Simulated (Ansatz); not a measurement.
**Exchange in MnAs by functional**

```
Mn As
1.0
     3.71000    0.00000    0.00000
    -1.85500    3.21295    0.00000
     0.00000    0.00000    5.69100
Mn As
2 2
Direct
  0.00000 0.00000 0.00000
  0.00000 0.00000 0.50000
  0.33333 0.66667 0.25000
  0.66667 0.33333 0.75000
```

The same starts (parallel, antiparallel patterns that fit this cell, and no moments) were run with plane-wave PAW DFT (Ansatz 0.2.0; atoms fixed, collinear spin, no spin-orbit coupling; 10×10×6 Γ-centred mesh, fermi-dirac occupations of width 0.050 eV) at these levels: PBE, 420 eV; r2SCAN, 500 eV.

How do order, exchange and moments depend on the level?

The runs give, at zero smearing:

```tsv
level	lowest state	mean moment on Mn (μB)	parallel less best compensated antiparallel (meV per Mn)	gain over no moments (meV per Mn)
PBE	parallel moments	3.15	-68	806
r2SCAN	parallel moments	3.66	-146	1788
```

Site moments are taken in small spheres that don't touch (radius about 0.4 of the atom's shortest bond), so those of the magnetic atoms read low. Both levels favour parallel moments: the difference runs from -146 to -68 meV per Mn. The moment grows from 3.15 μB under PBE to 3.66 μB under r2SCAN.

The cell is that of a Crystallography Open Database entry, unchanged. Note on the entry: the entry's cell lengths or inner coordinates differ somewhat from later room-temperature determinations.

Caveats: only orders that fit this cell were tried, so the true order may need a larger cell or canted moments; atoms and cell are held at the entry's values; differences under about 5 meV per magnetic atom weren't tested against a denser mesh or another U, and are taken as unresolved; r2SCAN overestimates the moments and magnetic energies of itinerant metals; the state without moments isn't the paramagnet, so the last column is no ordering energy, and a U inflates it.
